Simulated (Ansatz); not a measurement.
KBr:
```yaml
crystal:
  lattice:
    - [0.00000, 3.30442, 3.30442]
    - [3.30442, 0.00000, 3.30442]
    - [3.30442, 3.30442, 0.00000]
  atoms:
    - { symbol: K, position: [0.00000, 0.00000, 0.00000] }
    - { symbol: Br, position: [0.50000, 0.50000, 0.50000] }
```

x, y and z are the axes in which the lattice vectors are written.

Task: Give the high-frequency dielectric tensor and the Born effective charge tensors of the independent atoms from DFPT, plane-wave PAW r²SCAN (Ansatz code).

Result: 
ε∞:
```
2.44  0.00  0.00
0.00  2.44  0.00
0.00  0.00  2.44
```
Z* of atom 1 (K), rows: field, columns: displacement, in e:
```
1.11  0.00  0.00
0.00  1.11  0.00
0.00  0.00  1.11
```
Z* of atom 2 (Br), rows: field, columns: displacement, in e:
```
-1.11   0.00   0.00
 0.00  -1.11   0.00
 0.00   0.00  -1.11
```

Static charges for comparison (Bader): K1 +0.84, Br2 -0.84 e. Born charges measure polarisation by displacement and can exceed these by far.

Space group Fm-3m (rock salt). Symmetry was held in the r²SCAN relaxation; phonons on a q-mesh show no instability. Scalar-relativistic: spin–orbit coupling is off unless named, which matters more the heavier the elements.

Potentials: the later of the program's two PAW sets.
